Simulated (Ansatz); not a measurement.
One crystal and one scan (energy against volume) at two levels, r2SCAN (plane waves to 500 eV, PAW, scalar-relativistic; Ansatz, a quantum-chemistry and plane-wave program) and PBE (plane waves to 420 eV, PAW, scalar-relativistic; Ansatz), each from its own relaxed cell and on its own mesh. The cell shown is that of r2SCAN.

TiB2 (AlB2 type, space group P6/mmm)

```
CELL_PARAMETERS angstrom
      3.02469     0.00000     0.00000
     -1.51235     2.61946     0.00000
      0.00000     0.00000     3.22263
ATOMIC_POSITIONS crystal
  Ti 0.00000 0.00000 0.00000
  B  0.33333 0.66667 0.50000
  B  0.66667 0.33333 0.50000
```

This relaxed cell (volume V₀) is scaled evenly in all directions, its shape held. Symmetry pins the atoms to their sites.

The energy includes the smearing's −TS. TiB2 is run without spin polarisation. TiB2 was relaxed with its symmetry unable to fall. With the shape held, the modulus is that of even scaling; a crystal free to change shape is softer. Percentages come from the unrounded values. Both scans cover V/V₀ from 0.900 to 1.100.

Results of r2SCAN:

```
Property                                                                     Value
---------------------------------------------------------------------------  -----
Lattice constant a (Å)                                                       3.025
Relaxed volume (Å³/atom)                                                      8.51
Pressure at the smallest volume (GPa)                                         33.9
Energy cost of the largest compression (meV/atom)                               83
Energy cost of the largest expansion (meV/atom)                                 60
Bulk modulus at fixed cell shape B₀ (third-order Birch-Murnaghan fit) (GPa)  262.7
Pressure for 5 % compression (fit) (GPa)                                      14.9
```

Estimate the PBE values.


| quantity | PBE | r2SCAN − PBE |
|---|---|---|
| Lattice constant a (Å) | 3.032 | -0.007 (-0.2 %) |
| Relaxed volume (Å³/atom) | 8.56 | -0.05 (-0.5 %) |
| Pressure at the smallest volume (GPa) | 32.9 | +1.0 (+2.9 %) |
| Energy cost of the largest compression (meV/atom) | 81 | +2 (+2 %) |
| Energy cost of the largest expansion (meV/atom) | 58 | +2 (+2 %) |
| Bulk modulus at fixed cell shape B₀ (third-order Birch-Murnaghan fit) (GPa) | 255.1 | +7.6 (+3.0 %) |
| Pressure for 5 % compression (fit) (GPa) | 14.4 | +0.5 (+3 %) |

r2SCAN gives the higher value for: pressure at the smallest volume; bulk modulus at fixed cell shape B₀; pressure for 5 % compression. r2SCAN gives the lower value for: lattice constant a. They agree on: relaxed volume (within 0.6 %).

(A scan under strain: stresses follow from slopes of the energy per volume, elastic moduli from its curvatures.)
